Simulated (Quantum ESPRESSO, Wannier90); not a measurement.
**Nb2O5 (C2/m), plane waves to Wannier functions**

```yaml
crystal:
  lattice:
    - [0.00000, 3.85882, 0.00000]
    - [-0.05884, 0.00000, 4.01819]
    - [6.50375, -1.92941, 0.00000]
  atoms:
    - { symbol: Nb, position: [0.85348, 0.93194, 0.70696] }
    - { symbol: Nb, position: [0.14652, 0.06806, 0.29304] }
    - { symbol: O, position: [0.85096, 0.48437, 0.70192] }
    - { symbol: O, position: [0.14904, 0.51563, 0.29808] }
    - { symbol: O, position: [0.00000, 0.00000, 0.00000] }
    - { symbol: O, position: [0.68510, 0.00543, 0.37020] }
    - { symbol: O, position: [0.31490, 0.99457, 0.62980] }
```

Materials Project entry mp-1595; symmetrised, unrelaxed at this level. Not found in the COD (Crystallography Open Database) copy used, which has the formula in other groups; not checked further. Computed values, not measurements, from PBEsol: Quantum ESPRESSO (norm-conserving PseudoDojo potentials, cutoff 68 Ry, no spin polarisation, no spin-orbit coupling) on a Γ-centred 6×6×6 mesh, then Wannier90. Density: 8×8×8 mesh, cold smearing 0.01 Ry.

Valence charges of the files: Nb 13, O 6. 56 bands were computed.

Isolated groups of bands, relative to the valence-band maximum (bands from 29 on overlap up to the last one computed):

```csv
bands,from (eV),to (eV),filling,weight on atomic waves
1–2,-54.73,-54.71,filled,Nb 4s 96 %
3–8,-31.12,-30.81,filled,Nb 4p 96 %
9–13,-17.58,-15.17,filled,"O 2s 82 %, Nb 4d 10 %, Nb 5s 5 %"
14–28,-5.46,0.00,filled,"O 2p 79 %, Nb 4d 17 %"
```

Wanted is a model with the orbitals Nb d, O p, without the filled groups that are mainly made of other shells (semicore states, and anion s where it isn't named); all higher bands stay in for disentanglement.

### Question
Give num_wann, exclude_bands and num_bands, and the number of electrons that the model holds.

### Answer
Electrons: 2×13 + 5×6 = 56, which fill 28 bands.
num_wann = 2×5 + 5×3 = 25.
exclude_bands = 1-13, 13 bands, so num_bands = 56 − 13 = 43.
The model holds 56 − 2×13 = 30 electrons. With the window frozen to 3.65 eV it follows pw.x to 0.3 meV rms (states up to 3.1 eV relative to the valence-band maximum).
